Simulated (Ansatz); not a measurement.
One crystal and one scan (energy against volume) at two levels, PBE (plane waves to 420 eV, PAW, scalar-relativistic; Ansatz, a first-principles code) and r2SCAN (plane waves to 500 eV, PAW, scalar-relativistic; Ansatz), each from its own relaxed cell and on its own mesh. The cell shown is that of PBE.

BeS (zinc blende)

```
BeS
1.0
    0.00000     2.43799     2.43799
    2.43799     0.00000     2.43799
    2.43799     2.43799     0.00000
S Be
1 1
Direct
  0.75000   0.75000   0.75000
  0.00000   0.00000   0.00000
```

Equation-of-state scan: isotropic scaling of the cell above, V₀ being its volume. Symmetry pins the atoms to their sites.

The energy includes the smearing's −TS. BeS was relaxed with its symmetry unable to fall. Both scans cover V/V₀ from 0.900 to 1.100.

ΔE (meV/atom), each from the relaxed starting cell of its own level:

```tsv
V/V₀	PBE	r2SCAN
0.900	49.7	51.8
0.925	26.8	27.9
0.950	11.4	withheld
0.975	2.7	2.9
1.000	0.0	0.0
1.025	2.5	2.6
1.050	9.7	10.1
1.075	21.0	22.0
1.100	36.0	37.7
```

**Question.** Estimate the r2SCAN value at 0.950 from the PBE value there and the ratio of the two levels in the two nearest given rows on that side of the minimum.

**Answer.** At 0.925 and 0.900 the ratio r2SCAN/PBE averages 1.042, which gives 1.042 × 11.4 = 11.9 meV/atom. The calculation gives 11.9 meV/atom, +4.4 % against PBE.

(Under strain, the slope of the energy per volume gives the stress and its curvature an elastic modulus.)
